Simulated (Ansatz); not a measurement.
**An elastic constant from a strain scan in Ca3GeN**

All numbers below come from DFT PBEsol, scalar-relativistic, plane waves, PAW in Ansatz. Settings: plane waves to 420 eV, k-mesh 10×10×10 (Γ-centred), Gaussian smearing 0.15 eV. No spin polarisation. Energies are free energies at this smearing, counted from the undisturbed cell; pressure is positive in compression.

The starting cell (as given, not relaxed at this level; it stands at -0.1 GPa, and it needn't be the usual structure):

```yaml
crystal:
  lattice:
    - [4.75730, 0.00000, 0.00000]
    - [0.00000, 4.75730, 0.00000]
    - [0.00000, 0.00000, 4.75730]
  atoms:
    - { symbol: Ca, position: [0.00000, 0.50000, 0.50000] }
    - { symbol: Ca, position: [0.50000, 0.00000, 0.50000] }
    - { symbol: Ca, position: [0.50000, 0.50000, 0.00000] }
    - { symbol: Ge, position: [0.00000, 0.00000, 0.00000] }
    - { symbol: N, position: [0.50000, 0.50000, 0.50000] }
```

The cell is strained by ε times the Voigt pattern (0, 0, 0, 1, 0, 0) (xx, yy, zz, yz, xz, xy; engineering shear) with fractional coordinates fixed. The cell holds 5 atoms in V0 = 107.67 Å³. The stress column is τ = (1/V0) dE/dε, got from the stress tensor σ (compression positive) at each point as −det(1 + εP) σ : P(1 + εP)⁻¹, with P the pattern as a tensor.

```csv
ε,ΔE (meV/atom),τ (GPa)
-0.1312,51.618,-5.921
-0.1125,37.838,-5.047
-0.0937,26.179,-4.182
-0.0750,16.737,-3.334
-0.0562,9.382,-2.490
-0.0375,4.172,-1.657
-0.0187,1.037,-0.825
0.0000,0.000,0.000
0.0187,1.037,0.825
0.0375,4.172,1.657
0.0562,9.382,2.490
0.0750,16.737,3.334
0.0937,26.179,4.182
0.1125,37.838,5.047
0.1312,51.618,5.921
0.1500,?,?
```

Which combination of elastic constants does this scan measure, and how large is it?

For small ε, τ = τ0 + Kε with K = pᵀCp, which for this pattern is C44 in the cubic axes. The parabola through τ at ε = -0.0187, 0 and 0.0187 has slope K = 44 GPa at zero. The energies per cell, E = NΔE, of the same two points give K = 2[E(ε₊)/ε₊ − E(ε₋)/ε₋]/[(ε₊ − ε₋)V0] = 44 GPa, in agreement.

Predict the withheld row at ε = 0.1500 from the harmonic law, and compare.

ΔE = V0(τ0 ε + Kε²/2)/N = 66.716 meV/atom and τ = 6.62 GPa. The calculation gives 67.708 meV/atom and 6.82 GPa, a miss of 1.5 % of the harmonic energy, so the harmonic law still holds here.

In a metal these slopes depend on the k mesh and the smearing.